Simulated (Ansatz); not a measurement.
Input, command and steps of an Ansatz relaxation.

```yaml
crystal:
  lattice:
    - [4.999655627, 0.0, 0.0]
    - [0.0, 4.999655627, 0.0]
    - [0.0, 0.0, 4.999655627]
  atoms:
    - { symbol: Ba, position: [0.0, 0.5, 0.5] }
    - { symbol: Ba, position: [0.5, 0.0, 0.5] }
    - { symbol: Ba, position: [0.5, 0.5, 0.0] }
    - { symbol: Si, position: [0.0, 0.0, 0.0] }
basis:
  ecutwfc: 420
kpoints:
  mp_grid: { grid: [4, 4, 4] }
hamiltonian:
  xc: pbe
scf:
  occupations: { method: gaussian, width: 0.1 }
  lower_state_search: "off"
output:
  forces: true
  stress: true
  eigenvalues: true
relax:
  adjacent_minimum: "off"
  f_tol: 0.04
  max_steps: 70
  cell: { stress_tol: 0.4 }
```

```bash
ansatz run input.yaml --threads 1 --pin off --max-ram 2560MiB --backend cpu --events-out ev --progress --plain --runs-dir out
```

Method: DFT PBE, scalar-relativistic, plane waves, PAW in Ansatz.

Of 5 frames 5 are shown, positions in Å and forces in eV/Å; the SCF threshold varies from step to step. Steps run on the plane waves of an earlier cell, with a Pulay correction in the pressure. The basis is chosen afresh for the last frame, the zero of the energies, and at times for earlier ones too; energy and pressure step there, also at an unchanged geometry.

```xyz
4
Lattice="4.9997 0.0000 0.0000 0.0000 4.9997 0.0000 0.0000 0.0000 4.9997" Properties=species:S:1:pos:R:3:forces:R:3 pbc="T T T" step=1 free_energy_over_end_meV_per_atom=136.45 pressure_GPa=6.74
Ba    0.0000    2.4998    2.4998    0.0000    0.0000    0.0000
Ba    2.4998    0.0000    2.4998    0.0000    0.0000    0.0000
Ba    2.4998    2.4998    0.0000    0.0000    0.0000    0.0000
Si    0.0000    0.0000    0.0000    0.0000    0.0000    0.0000
4
Lattice="5.2434 0.0000 0.0000 0.0000 5.2434 0.0000 0.0000 0.0000 5.2434" Properties=species:S:1:pos:R:3:forces:R:3 pbc="T T T" step=2 free_energy_over_end_meV_per_atom=17.37 pressure_GPa=1.80
Ba    0.0000    2.6217    2.6217    0.0000    0.0000    0.0000
Ba    2.6217    0.0000    2.6217    0.0000    0.0000    0.0000
Ba    2.6217    2.6217    0.0000    0.0000    0.0000    0.0000
Si    0.0000    0.0000    0.0000    0.0000    0.0000    0.0000
4
Lattice="5.3449 0.0000 0.0000 0.0000 5.3449 0.0000 0.0000 0.0000 5.3449" Properties=species:S:1:pos:R:3:forces:R:3 pbc="T T T" step=3 free_energy_over_end_meV_per_atom=2.38 pressure_GPa=0.51
Ba    0.0000    2.6724    2.6724    0.0000    0.0000    0.0000
Ba    2.6724    0.0000    2.6724    0.0000    0.0000    0.0000
Ba    2.6724    2.6724    0.0000    0.0000    0.0000    0.0000
Si    0.0000    0.0000    0.0000    0.0000    0.0000    0.0000
4
Lattice="5.3876 0.0000 0.0000 0.0000 5.3876 0.0000 0.0000 0.0000 5.3876" Properties=species:S:1:pos:R:3:forces:R:3 pbc="T T T" step=4 free_energy_over_end_meV_per_atom=0.81 pressure_GPa=0.04
Ba    0.0000    2.6938    2.6938    0.0000    0.0000    0.0000
Ba    2.6938    0.0000    2.6938    0.0000    0.0000    0.0000
Ba    2.6938    2.6938    0.0000    0.0000    0.0000    0.0000
Si    0.0000    0.0000    0.0000    0.0000    0.0000    0.0000
4
Lattice="5.3876 0.0000 0.0000 0.0000 5.3876 0.0000 0.0000 0.0000 5.3876" Properties=species:S:1:pos:R:3:forces:R:3 pbc="T T T" step=5 free_energy_over_end_meV_per_atom=0.00 pressure_GPa=0.08
Ba    0.0000    2.6938    2.6938    0.0000    0.0000    0.0000
Ba    2.6938    0.0000    2.6938    0.0000    0.0000    0.0000
Ba    2.6938    2.6938    0.0000    0.0000    0.0000    0.0000
Si    0.0000    0.0000    0.0000    0.0000    0.0000    0.0000
```

The start puts this composition into another compound's structure type, which needn't suit it. At the end the space group is Pm-3m (tolerance 0.05 Å).

Time: 14 s on 1 thread of Arm Neoverse V1 (shared host), peak memory 0.38 GiB.

The k mesh is coarse.